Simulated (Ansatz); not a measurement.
**Ta4NiO11 and the effect of the functional**

```cif
data_structure
_symmetry_space_group_name_H-M 'P 1'
_symmetry_Int_Tables_number 1
_cell_length_a 14.9580
_cell_length_b 14.9580
_cell_length_c 3.8859
_cell_angle_alpha 90.000
_cell_angle_beta 90.000
_cell_angle_gamma 164.980
_cell_volume 225.32
loop_
_atom_site_label
_atom_site_type_symbol
_atom_site_fract_x
_atom_site_fract_y
_atom_site_fract_z
_atom_site_occupancy
Ta1 Ta 0.20437 0.79563 0.00000 1
Ta2 Ta 0.92451 0.07549 0.00000 1
Ta3 Ta 0.07549 0.92451 0.00000 1
Ta4 Ta 0.79563 0.20437 0.00000 1
Ni1 Ni 0.50000 0.50000 0.00000 1
O1 O 0.13987 0.86013 0.00000 1
O2 O 0.72107 0.27893 0.00000 1
O3 O 0.43645 0.56355 0.00000 1
O4 O 0.56355 0.43645 0.00000 1
O5 O 0.00000 0.00000 0.00000 1
O6 O 0.86013 0.13987 0.00000 1
O7 O 0.27893 0.72107 0.00000 1
O8 O 0.92790 0.07210 0.50000 1
O9 O 0.07210 0.92790 0.50000 1
O10 O 0.79436 0.20564 0.50000 1
O11 O 0.20564 0.79436 0.50000 1
```

The cell comes from a database or a generator and needn't be the stable form of this composition.

Kept alike: task band structure; k mesh 7 × 7 × 7; occupations fermi-dirac, width 0.05 eV; collinear spin, ferromagnetic start. Program: Ansatz, Ansatz PAW. Cutoffs run from 420 to 500 eV. The mesh is that of the run's cell of 16 atoms. No spin-orbit coupling.

```csv
functional,pressure (GPa),largest site moment (μB)
LDA,-9.75,0.64
PBE,0.10,0.68
PBEsol,-5.13,0.67
RPBE,3.67,0.69
r2SCAN,-4.81,0.76
```

Pressure is positive in compression, with a Pulay correction for the finite cutoff. For a metal such a mesh leaves the last digits unconverged. The runs hold the magnetic state that their start led to, which needn't be the lowest. Site moments count inside each atom's sphere or projector. All rows use potentials made for PBE.

Question: What does the functional change here?

Answer: The pressure runs from -9.75 (LDA) to 3.67 GPa (RPBE). From PBE: LDA -9.85; PBEsol -5.23; RPBE +3.57; r2SCAN -4.91. The largest site moment runs from 0.64 (LDA) to 0.76 μB (r2SCAN). From PBE: LDA -0.04; PBEsol -0.01; RPBE +0.01; r2SCAN +0.08.
